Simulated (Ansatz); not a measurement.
The start is a generated trial cell of TiB2 in the C54 structure type. The structure is fully relaxed (lattice and positions, P = 0) with PBE (plane waves to 420 eV, PAW, scalar-relativistic; Ansatz, a first-principles code). The first steps use a coarse 7×7×7 k-mesh.

Input geometry:
```yaml
crystal:
  lattice:
    - [0.00000, 3.57496, 3.69751]
    - [2.07568, 0.00000, 3.69751]
    - [2.07568, 3.57496, 0.00000]
  atoms:
    - { symbol: B, position: [0.66350, 0.33650, 0.66350] }
    - { symbol: B, position: [0.33650, 0.66350, 0.33650] }
    - { symbol: B, position: [0.58650, 0.91350, 0.58650] }
    - { symbol: B, position: [0.91350, 0.58650, 0.91350] }
    - { symbol: Ti, position: [0.00000, 0.00000, 0.00000] }
    - { symbol: Ti, position: [0.25000, 0.25000, 0.25000] }
```

**Question.** What pressure does the first self-consistent step give?

**Answer.** +17 GPa (positive: the cell is compressed).

**Question.** What is the largest force in the starting geometry, and on which atom (counted from 1)?

**Answer.** About 0.6 eV/Å, on B1, B2, B3, B4 (atoms numbered as listed).

**Question.** How does the volume per atom move from start to end?

**Answer.** +5.4 %, from 9.15 to 9.64 Å³/atom.

**Question.** How do the shortest distances between atoms change?

**Answer.** The closest pairs of elements (up to four, under 3.6 Å), start → end: B–B 2.19 → 1.63 Å; B–Ti 2.21 → 2.29 Å; Ti–Ti 2.77 → 2.80 Å.

**Question.** Write out the relaxed structure.

**Answer.** 
Space group Fddd, origin choice 1 (No. 70); a = 4.619 Å, b = 6.205 Å, c = 8.074 Å, α = β = γ = 90.00°

```json
[
 {"atom": "B", "site": "16f", "symmetry": ".2.", "x": "0.0000", "y": "0.3690", "z": "0.0000"},
 {"atom": "Ti", "site": "8a", "symmetry": "222", "x": "0.0000", "y": "0.0000", "z": "0.0000"}
]
```
(The calculation used a cell of 6 atoms; values per cell refer to that cell.)

The space group stays Fddd (No. 70) (the run could not lower it), with 6 atoms in the primitive cell. Final values are on a 14×14×14 k-mesh of the relaxed cell. No spin polarisation in the result.

The run could not lose the symmetry of its start, so the end can be a saddle point.

The relaxed structure here is a generated cell of TiB2: the first start was made by placing the elements on the sites of a structure type, and the end was not matched to a known phase here, so it may be hypothetical. Known forms of TiB2 include space group No. 191.
